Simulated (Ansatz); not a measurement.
This MgCd5O6 structure is the end of a relaxation. The cell was found from a structure generator's guess, not taken from experiment.

Theory: DFT PBE, scalar-relativistic, plane waves, PAW in Ansatz. Cutoff 420 eV, Γ-centred mesh, Gaussian smearing, no spin polarisation.

```
Mg Cd O
1.0
     3.30297    0.00000    0.00000
    -1.65149    2.86046    0.00000
     0.00000    0.00000   16.38925
Mg Cd O
1 5 6
Direct
  0.00000 0.00000 0.50000
  0.66667 0.33333 0.65744
  0.33333 0.66667 0.34256
  0.66667 0.33333 0.17126
  0.00000 0.00000 0.00000
  0.33333 0.66667 0.82874
  0.33333 0.66667 0.56919
  0.66667 0.33333 0.43081
  0.00000 0.00000 0.25708
  0.33333 0.66667 0.08568
  0.66667 0.33333 0.91432
  0.00000 0.00000 0.74292
```

Energies over the elements count from the elements' standard structures at the same level (O₂ as a molecule), with no fitted energy shifts.

Q: Find its symmetry and describe it.

A: P-3m1 (No. 164), with Mg and Cd ordered on rock salt sites. Conventional cell: a = 3.303 Å, c = 16.389 Å. Mg is surrounded by 6 O at 2.22 Å; Cd on a site of symmetry 3m is surrounded by 6 O at 2.37–2.39 Å; Cd on a second site of symmetry 3m has 6 O at 2.37 Å; around O on its first site lie 3 Mg at 2.22 Å and 3 Cd at 2.39 Å; 3 more sites not described.

Q: What is its formation energy per atom?

A: −1.26 eV/atom. It lies below the elements, which doesn't yet make it stable against other compounds or structures.

Q: Is it a metal?

A: There is no gap on the 12×12×4 mesh, but valence and conduction bands overlap by only 0.02 eV, so at this level it is a semimetal.

The last run used a 12×12×4 mesh (in the run's order of axes) for its 12-atom cell and Gaussian smearing of 0.10 eV. The zero gap may come from the functional, which often closes small gaps. Symmetry constrained the relaxation, so the result can be a saddle point.
